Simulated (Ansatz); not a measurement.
Generalised stacking fault of KCl (rock salt) on the {100} plane. The cell below holds the perfect crystal with the plane normal along z; tilting its third vector by the shift puts one fault into each cell, between planes 3.15 Å apart, at fixed cell height.

```xyz
6
Lattice="4.4493 0.0000 0.0000 0.0000 4.4493 0.0000 2.2247 2.2247 9.4385" Properties=species:S:1:pos:R:3 pbc="T T T"
Cl     1.8539     1.8539     7.8654
Cl     1.8539     1.8539     1.5731
Cl     4.0786     4.0786     4.7192
K      4.0786     4.0786     7.8654
K      4.0786     4.0786     1.5731
K      1.8539     1.8539     4.7192
```

In-plane vectors a = (4.449, 0.000) Å, b = (0.000, 4.449) Å, area 19.80 Å². The shift is s times the vector a (length 4.449 Å), so s = 1 restores the start. Atoms relax along the normal only. γ = [E(shift) − E(0)] / area.

Calculation: r2SCAN (plane waves to 500 eV, PAW, scalar-relativistic; Ansatz, an electronic-structure program). k mesh 7×7×7 (Γ-centred), Fermi-Dirac smearing 0.05 eV. E is the zero-smearing estimate. Stress and pressure are positive under compression. Faults lie only 9.4 Å apart, and holding the cell height raises γ above its relaxed value. KCl was relaxed with its symmetry unable to fall. The zero of γ is zero shift.

| shift (Å) | σ normal to the fault (GPa) | γ·area (meV/cell) |
|---|---|---|
| 0.000 | 0.0 | 0 |
| 0.371 | 0.0 | [?] |
| 0.742 | -0.1 | [?] |
| 1.112 | -0.2 | [?] |
| 1.483 | -0.1 | 219 |
| 1.854 | 0.0 | 282 |
| 2.225 | 0.2 | 305 |
| 2.595 | 0.0 | 282 |
| 2.966 | -0.1 | 219 |
| 3.337 | -0.2 | [?] |
| 3.708 | -0.1 | [?] |
| 4.079 | 0.0 | [?] |

Task: What belongs in the gaps?

Result: 
- 0.371, γ·area (meV/cell): 17
- 0.742, γ·area (meV/cell): 66
- 1.112, γ·area (meV/cell): 139
- 3.337, γ·area (meV/cell): 139
- 3.708, γ·area (meV/cell): 66
- 4.079, γ·area (meV/cell): 17

(The slope of γ gives the shear force per area between the displaced halves; near zero shift its curvature is an elastic stiffness.)
